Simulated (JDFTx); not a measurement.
AlRu(100) slab cut from bulk AlRu (space group Pm-3m, indices of the conventional cell, lattice of the Materials Project entry mp-542569, not re-optimised): 7 atoms in 7 planes, a 1x1 cell of 8.90 Å² (|a| = 2.982, |b| = 2.982 Å), 8.9 Å between the outermost planes, Ru outermost, slab composition Al3Ru4, cell height 24.9 Å, 8×8×1 k mesh, Fermi smearing 0.01 Ha, no spin polarisation. Whether this polymorph is the ambient one wasn't checked.

All numbers are PBE, GBRV ultrasoft potentials, plane waves to 20/100 Ha results from a modified build of JDFTx, not measurements. Liquid: linear PCM (GLSSA13), water, 0.5 M NaCl; nuclei fixed. Potentials are counted from the potential of zero charge; σ repeats to about 1 %.

```tsv
U − U_pzc (V)	σ (μC/cm², per face)
-0.92	-16.07
-0.17	-3.70
0.28	6.96
0.31	8.00
0.48	withheld
0.68	19.26
```

Task: Fit σ = C₀x + bx² (x = U − U_pzc) to the other rows by least squares, predict the withheld value, and compare with the run.

Result: The fit gives C₀ (μF/cm²) = 23.6, b (μF/cm²/V) = 6.74, with a root-mean-square miss of 0.11 μC/cm² on its own rows. It predicts 12.9 μC/cm²; the run gives 12.9 μC/cm², the same to these digits.
